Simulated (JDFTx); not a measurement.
System: Pb(110) (Fm-3m bulk; lattice of mp-20483, not re-optimised at this level), 1x1 cell of 8 atoms in 8 planes, area 17.60 Å² a face, 12.1 Å between the outermost planes in a cell 28.3 Å high; k mesh 6×4×1, Fermi width 0.01 Ha, no spin polarisation.

Level of theory: PBE, GBRV ultrasoft potentials, plane waves to 20/100 Ha; code: JDFTx (a modified build). Liquid: soft-sphere model, water, 1 M KF. The neutral cell holds 112 valence electrons and has two faces of 17.604 Å² each. Last filling lines of the neutral and of a charged run (μ in hartree, zero in the bulk liquid):

```
FillingsUpdate:  mu: -0.114075725  nElectrons: 112.000000
FillingsUpdate:  mu: -0.135605000  nElectrons: 111.596303
```

A calculation by hand: both potentials, by the convention U = −μ/e − 4.44 V vs SHE, the surface charge density and the mean capacitance.

U_pzc = 0.11408 × 27.2114 − 4.44 = -1.34 V; U = 0.13561 × 27.2114 − 4.44 = -0.75 V. The cell has -0.4037 excess electrons, a net charge of 0.4037 e, shared by two faces: σ = 0.4037 e / (2 × 17.604 Å²) = 0.01147 e/Å² = 18.4 μC/cm² (1 e/Å² = 1602.18 μC/cm²). C = σ/(U − U_pzc) = 18.4/0.59 ≈ 31 μF/cm².
